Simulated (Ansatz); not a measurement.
Data:

Ti3InN:
```xyz
5
Lattice="4.1100 0.0000 0.0000 0.0000 4.1100 0.0000 0.0000 0.0000 4.1100" Properties=species:S:1:pos:R:3 pbc="T T T"
Ti     0.0000     2.0550     2.0550
Ti     2.0550     0.0000     2.0550
Ti     2.0550     2.0550     0.0000
In     0.0000     0.0000     0.0000
N      2.0550     2.0550     2.0550
```

This is the LDA-relaxed structure.

### Question
All from LDA (plane waves, PAW; program Ansatz), unless another level is named. Estimate the Poisson's ratio.

### Answer
0.38.

### Question
Predict the elastic constants (relaxed ions, GPa).

### Answer
C11 = 228, C12 = 156, C44 = 56.5.

### Question
Give the highest zone-centre frequency.

### Answer
18.77 THz.

Space group Pm-3m (anti-perovskite). The first step of the workflow began from a Materials Project structure, measured or hypothetical; the Crystallography Open Database copy checked does not list it. Whether it is the stable phase at ambient conditions was not checked. The cell was relaxed with LDA under the symmetry of its start; of distortions, only those at the zone centre were tested. The run is not spin-polarised. As this level gives no gap, shear constants depend on the k-mesh and smearing (Fermi–Dirac, 0.1 eV here). As this level gives no gap, phonon frequencies hold no LO–TO term and depend on the k-mesh and smearing (Fermi–Dirac, 0.1 eV here). On the denser mesh and wider smearing of the elastic run this cell carries a stress of 0.3 GPa.

Potentials: the later of the program's two PAW sets.
